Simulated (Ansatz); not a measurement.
Li:
```
CELL_PARAMETERS angstrom
     -1.68101     1.68101     1.68101
      1.68101    -1.68101     1.68101
      1.68101     1.68101    -1.68101
ATOMIC_POSITIONS crystal
  Li 0.00000 0.00000 0.00000
```

Relaxed with plane-wave PAW LDA (Ansatz code). Indices refer to the conventional cell of Im-3m, a = b = c = 3.3620 Å, α = β = γ = 90.00°.

Problem. Simulate the powder diffraction pattern (neutron, λ = 1.5401 Å; lines above 1 %) up to 2θ = 90°.

Solution. Simulated powder pattern, neutron, λ = 1.5401 Å (kinematic, ideal powder, no thermal factors, coherent scattering alone; the 30 strongest lines at most, above 1 %, up to 2θ = 90°):

| 2θ (°) | d (Å) | I/Imax (%) | hkl |
|---|---|---|---|
| 37.80 | 2.377 | 100 | (110) |
| 54.53 | 1.681 | 27 | (200) |
| 68.26 | 1.373 | 76 | (211) |
| 80.76 | 1.189 | 31 | (220) |

The LDA relaxation kept the symmetry of its start.

Potentials: the later of the program's two PAW sets.
